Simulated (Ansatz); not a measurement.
A geometry of Sb away from equilibrium: the start of the relaxation of a generated cell, Sb built in the trigonal-Se structure type. Calculation: PBEsol (plane waves to 420 eV, PAW, scalar-relativistic; Ansatz, a quantum-chemistry and plane-wave program). Γ-centred k-mesh 7×7×6 on the run's cell (coarser than for final values), Fermi–Dirac smearing 0.05 eV.

```xyz
3
Lattice="5.1146 0.0000 0.0000 -2.5573 4.4294 0.0000 0.0000 0.0000 5.8027" Properties=species:S:1:pos:R:3:forces:R:3 pbc="T T T" free_energy=-19222.306 pressure_GPa=-2.7
Sb     1.1528     0.0000     4.8356    0.4685    0.0000    0.0000
Sb    -0.5764     0.9984     0.9671   -0.2343    0.4057    0.0000
Sb     1.9809     3.4310     2.9014   -0.2343   -0.4057    0.0000
```

Positions in Å, forces in eV/Å, free energy of the cell in eV (comparable only within this code, potentials and settings). Largest force: 0.47 eV/Å, on Sb1, Sb2, Sb3 (atoms numbered as listed); the geometry lies 0.70 eV/atom above the end of its relaxation.

No spin polarisation in the result. The relaxed primitive cell holds an odd number of electrons. A magnetic state may lie lower.

The run could not lose the symmetry of its start, so the end can be a saddle point.

The end of the path is a generated cell of Sb: the first start was made by placing the elements on the sites of a structure type, and the end was not matched to a known phase here, so it may be hypothetical. Known forms of Sb include space group No. 166.
